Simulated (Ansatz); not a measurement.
**Mechanical response of KI (Fm-3m)**

```xyz
2
Lattice="0.0000 3.4115 3.4115 3.4115 0.0000 3.4115 3.4115 3.4115 0.0000" Properties=species:S:1:pos:R:3 pbc="T T T"
K     0.0000    0.0000    0.0000
I     3.4115    3.4115    3.4115
```

The conventional cell has a = 6.823 Å, b = 6.823 Å, c = 6.823 Å, α = 90.00°, β = 90.00°, γ = 90.00°. Around K (atom 1) lie 6 I at 3.41 Å. Around I (atom 2) lie 6 K at 3.41 Å.

Level of theory, where no other is named: LDA, all-electron LAPW in Ansatz 0.2.0, scalar-relativistic. k mesh 6×6×6, fixed occupations, basis error target 1 meV/atom. The cell was relaxed by PAW under this functional, which moved its volume by -10 % from the database entry's.

The cell is cubic and carries a residual pressure of -0.03 GPa at this level. Each strain component that symmetry leaves independent is applied at ±0.005, the ions relax wherever a strain frees them, and the stress (tension positive, GPa) is read. Shears are engineering strains, γ = 2ε.

```json
{"strain": "xx", "size": "-0.005", "σxx": "-0.1734", "σyy": "0.0144", "σzz": "0.0144", "σyz": "0.0000", "σxz": "0.0000", "σxy": "0.0000"}
{"strain": "xx", "size": "+0.005", "σxx": "0.2262", "σyy": "0.0524", "σzz": "0.0524", "σyz": "0.0000", "σxz": "0.0000", "σxy": "0.0000"}
{"strain": "yz", "size": "-0.005", "σxx": "0.0336", "σyy": "0.0335", "σzz": "0.0335", "σyz": "-0.0181", "σxz": "0.0000", "σxy": "0.0000"}
{"strain": "yz", "size": "+0.005", "σxx": "0.0336", "σyy": "0.0335", "σzz": "0.0335", "σyz": "0.0181", "σxz": "0.0000", "σxy": "0.0000"}
```

A central difference gives one constant, for example C11 ≈ (0.2262 − (-0.1734))/(0.01) = 40.0 GPa; the program then imposes the crystal's symmetry on the whole matrix.

(1) What are the independent elastic constants?

(2) Do they meet the Born conditions?

(3) What moduli does a random aggregate of grains have?

(4) With the density of 3.471 g/cm³, how fast does sound travel, and what Debye temperature follows?

(5) How far do the constants move if PAW replaces LAPW in the same cell?

(6) What happens at 30 GPa (cell relaxed there)?

Results:

(1) C11 = 40.0, C12 = 3.8, C44 = 3.6 GPa.

(2) C11 − C12 = 36.2, C11 + 2C12 = 47.6 and C44 = 3.6 GPa must all be positive, so the crystal is elastically stable; that says nothing yet of its phonons.

(3) B = (C11 + 2C12)/3 = 15.9 GPa. G_V = (C11 − C12 + 3C44)/5 = 9.4 and G_R = 5(C11 − C12)C44/(4C44 + 3(C11 − C12)) = 5.3, so G_H = 7.4 GPa. Then E = 9BG/(3B + G) = 19.1 GPa, ν = (3B − 2G)/(6B + 2G) = 0.299 and B/G = 2.15, on the ductile side of Pugh's 1.75 (a rule of thumb, made for metals; it doesn't predict ductility here).

(4) 

```json
{"direction": "[100]", "slow (m/s)": "1021", "middle (m/s)": "1021", "fast (m/s)": "3393"}
{"direction": "[110]", "slow (m/s)": "1021", "middle (m/s)": "2282", "fast (m/s)": "2710"}
{"direction": "[111]", "slow (m/s)": "1954", "middle (m/s)": "1954", "fast (m/s)": "2441"}
```

The mean of v⁻³ over directions and branches gives v_m = 1511 m/s and θ_D = (ħ/k_B) v_m (6π²n)^(1/3) = 132 K, n being atoms per volume. Young's modulus spans 10 to 39 GPa over directions, and the universal anisotropy index is 3.83.

(5) 

```tsv
constant	LAPW (GPa)	PAW (GPa)	difference
C11	40.0	39.9	-0.1
C12	3.8	3.8	0.0
C44	3.6	3.6	0.0
```

(6) The volume falls to 0.5902 of its value, and C11 = 326.6, C12 = 26.8, C44 = -10.9 GPa (slopes of the stress), in this structure whether or not another phase takes over. The matrix has a negative eigenvalue there, so the lattice is mechanically unstable at that pressure.

Known limits: the frozen-core PAW files of the compared runs were fitted under PBE, their cores solved anew for this functional.
